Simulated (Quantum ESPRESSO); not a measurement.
# Au2Pt4WHf: one composition in several site orders

Computed values, not a measurement. The program is pw.x of Quantum ESPRESSO 7.5 (plane-wave density functional theory). The cell is made up: eight metal atoms on a hexagonal close-packed lattice, with elements, volume, strain and displacements drawn at random and not relaxed, so it may be unstable or far from any real phase. PseudoDojo standard norm-conserving files set the functional (PBE unless stated); there is no spin polarisation or spin-orbit coupling, the Fermi-Dirac width of 0.25 eV means electrons at about 2900 K, and the masses in the input are unused placeholders. Heavy elements are run without spin-orbit coupling, which real alloys of them have. A spin test at this wide smearing found no moment, but such smearing suppresses magnetism that the real alloy may have.

The runs put one composition on the sites in different orders. Cell, positions, cutoff, mesh and smearing stay as in the input of run 1; sites are counted in its order. Stress in the tables is positive in tension.

Input of run 1:

```
&control calculation='scf', pseudo_dir='./dojo.nc.sr.pbe.v0_5.standard.upf', outdir='./o', disk_io='minimal', tprnfor=.true., tstress=.true. /
&system ibrav=0, nat=8, ntyp=4, nbnd=84, ecutwfc=84.00895049, nosym=.true., tot_charge=0,
 occupations='smearing', smearing='fd', degauss=0.0183746611
/
&electrons conv_thr=1.470e-08, electron_maxstep=70, mixing_beta=0.5 /
ATOMIC_SPECIES
Au 1.0 Au.upf
Hf 1.0 Hf.upf
Pt 1.0 Pt.upf
W 1.0 W.upf
CELL_PARAMETERS angstrom
0.0 0.0 -4.6532
0.0 5.1084 0.0
5.8987 0.0 0.0
ATOMIC_POSITIONS angstrom
Au -0.1848 0.1123 -0.0295
Au 2.9042 0.0875 0.0856
Pt 1.2099 2.4074 0.0187
Pt 4.4455 2.5582 0.1071
Pt -0.0204 1.5755 -2.2876
W 2.9581 1.8117 -2.516
Pt 1.5384 4.2473 -2.3901
Hf 4.4774 4.1529 -2.2189
K_POINTS automatic
5 5 4 1 1 1
```

| run | elements on sites 1 to 8 | free energy less that of run 1 (eV) | -TS (eV) | pressure (GPa) | stress xx (GPa) | stress yy (GPa) | stress zz (GPa) | stress yz (GPa) | stress xz (GPa) | stress xy (GPa) | iterations |
| --- | --- | --- | --- | --- | --- | --- | --- | --- | --- | --- | --- |
| 1 | Au Au Pt Pt Pt W Pt Hf | 0.000 | -1.389 | -3.00 | 5.56 | 3.12 | 0.33 | -1.21 | 0.37 | -1.93 | 18 |
| 2 | Hf Au W Pt Pt Au Pt Pt | 0.082 | -1.379 | -2.42 | 3.90 | 1.80 | 1.58 | -0.29 | 1.15 | -2.37 | 18 |
| 3 | Au W Au Hf Pt Pt Pt Pt | 0.251 | -1.456 | -2.82 | 3.17 | 1.91 | 3.39 | 0.31 | 0.13 | -1.80 | 16 |
| 4 | Pt Pt Pt W Hf Au Au Pt | -0.607 | -1.190 | -3.02 | 3.99 | 6.79 | -1.71 | -0.59 | 0.22 | -0.31 | 15 |
| 5 | Pt Pt Au Hf Pt W Au Pt | -0.068 | -1.271 | -3.10 | 3.25 | 7.27 | -1.22 | 0.68 | 1.69 | -2.26 | 17 |
| 6 | Hf Pt Au Au Pt Pt Pt W | 0.190 | -1.325 | -2.89 | 5.86 | 4.58 | -1.76 | -0.21 | 0.83 | -3.78 | 16 |

Forces Fx Fy Fz (eV/Å):

| site | run 1 | run 2 | run 3 | run 4 | run 5 | run 6 |
| --- | --- | --- | --- | --- | --- | --- |
| 1 | 0.84 -1.70 0.66 | 0.45 -2.29 0.54 | 0.30 -1.83 0.71 | -0.14 -1.37 0.63 | -0.10 -1.29 0.59 | 1.37 -1.33 0.67 |
| 2 | -0.58 -0.43 -1.12 | -0.59 -0.85 -1.30 | -0.80 -1.06 -0.53 | 0.52 -0.30 -1.20 | 0.37 0.44 -0.68 | 0.68 -0.90 -1.13 |
| 3 | 2.12 1.27 -0.10 | 1.25 1.54 -0.29 | 2.29 1.45 -0.39 | 0.83 1.25 -0.42 | 2.43 1.05 -0.36 | 2.10 1.54 -0.42 |
| 4 | -1.11 0.29 -0.59 | 0.58 0.52 -1.24 | -0.99 0.62 -0.87 | -1.06 1.47 -1.26 | -0.25 0.73 -1.20 | -1.18 1.17 -1.20 |
| 5 | -0.30 0.72 -0.22 | 0.28 1.26 -0.15 | -0.14 0.52 -0.36 | 0.34 0.07 -0.09 | -0.26 0.33 -0.35 | -0.66 0.27 0.01 |
| 6 | -1.69 0.09 1.39 | -0.96 0.07 2.07 | -0.70 -1.12 1.57 | -0.04 -0.43 2.09 | -1.12 -1.38 1.84 | -0.02 -0.46 2.15 |
| 7 | 0.55 -0.61 0.53 | -0.82 -0.72 0.63 | 0.67 0.65 0.33 | -0.30 -0.04 0.66 | -0.11 -0.13 0.58 | -0.50 -0.07 0.63 |
| 8 | 0.18 0.38 -0.56 | -0.18 0.46 -0.27 | -0.62 0.79 -0.45 | -0.14 -0.65 -0.41 | -0.96 0.25 -0.43 | -1.78 -0.21 -0.70 |

The sites are displaced and not relaxed, so the energy differences mix bonding between neighbours with strain and are not ordering energies. A rerun of one cell of this series at a higher cutoff and on a denser mesh moved values by no more than 0.004 eV in energy, 0.06 GPa in stress and 0.010 eV/Å in force, and a second program with other atomic files agreed on that cell to 2 % rms in force and 0.5 GPa in pressure.